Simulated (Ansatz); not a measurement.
Re: levels along high-symmetry lines

```
CELL_PARAMETERS angstrom
2.60290 0.00000 0.00000
-1.30145 2.25418 0.00000
0.00000 0.00000 4.16200
ATOMIC_POSITIONS crystal
Re 0.33333 0.66667 0.25000
Re 0.66667 0.33333 0.75000
```

Atom numbers follow the list: Re1, Re2.

The cell is a database entry far from equilibrium at this level of theory, probably a faulty or high-pressure entry; it serves as a test geometry alone.

No spin–orbit coupling, which matters for the heavy atoms here.

Method: DFT, PBEsol, all-electron LAPW, scalar-relativistic in Ansatz 0.2.0.

Settings: a Γ-centred 18×18×10 k mesh, Fermi–Dirac smearing of 0.05 eV, basis error target 0.25 meV/atom, no spin polarisation.

Points in fractions of the reciprocal vectors of this cell: Γ (0, 0, 0), M (0.5, 0, 0), K (0.333, 0.333, 0), A (0, 0, 0.5), L (0.5, 0, 0.5), H (0.333, 0.333, 0.5). The path joins them by straight lines in the order Γ–M–K–Γ–A–L–H–A–L; legs that retrace an earlier one aren't tabulated. Energies are in eV from the Fermi level.

Task: List the levels at M between -20 and 10 eV.

Result: -7.70, -6.94, -6.69, -2.72, -1.64, -1.52, -0.58, 5.11, 5.88, 5.88, 7.95, 8.99.

Task: List the levels at K between -20 and 10 eV.

Result: -6.90, -4.77 (×2), -4.06, -2.61 (×2), 0.05, 3.96 (×2), 4.69, 7.89 (×2).

Task: List the levels at Γ between -20 and 10 eV.

Result: -11.05, -8.08, -2.20 (×2), -1.99, -1.03 (×2), 0.04 (×2), 1.43, 4.24 (×2).

Task: What is the band gap?

Result: none: bands cross the Fermi level, a metal.
